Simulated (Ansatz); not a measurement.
# NaY$_{3}$: what symmetry allows forces and stress to be

```
CELL_PARAMETERS angstrom
-2.60408 2.47239 5.92535
2.45957 -2.32656 5.79685
2.67364 2.39612 -5.86081
ATOMIC_POSITIONS crystal
Na 0.00000 0.00000 0.00000
Y 0.74263 0.21563 0.44743
Y 0.25737 0.78437 0.55257
Y 0.50000 0.50000 0.00000
```

The calculation used DFT PBE, scalar-relativistic, plane waves, PAW (Ansatz).

Plane waves to 420 eV, a k mesh through Γ of 8×8×10 on the computed 4-atom cell and Gaussian smearing (0.10 eV); no spin polarisation.

This distorted cell has space group P-1, with 2 operations.

**Question.** Without a calculation: in which directions can each atom feel a force?

**Answer.** A force must be left unchanged by every operation that keeps its atom in place, so it lies in the space that those operations leave fixed. Atoms that the group maps onto each other feel forces of one size.
| atom | site symmetry | operations at the site | equivalent to atom | allowed force (Cartesian) |
| --- | --- | --- | --- | --- |
| Na1 | -1 | 2 | 1 | none |
| Y2 | 1 | 1 | 2 | any direction |
| Y3 | 1 | 1 | 2 | any direction |
| Y4 | -1 | 2 | 4 | none |

That leaves 3 independent force components of 12. A relaxation in this cell that keeps the symmetry moves the atoms in these directions alone.

**Question.** And the stress tensor?

**Answer.** It must be invariant under the point group, which leaves 6 independent components.

**Question.** Do the computed values obey this?

**Answer.** Yes. Forces (eV/Å):
```
Na1  0.000  0.000  0.000
Y2   1.082  0.280 -0.114
Y3  -1.082 -0.280  0.114
Y4   0.000  0.000  0.000
```

Stress (GPa, compression positive, xx yy zz yz xz xy): -1.87 -1.61 -3.84 -0.34 0.12 -0.26. The program imposes the same operations on density, forces and stress, so this confirms the analysis and is no independent test of the calculation.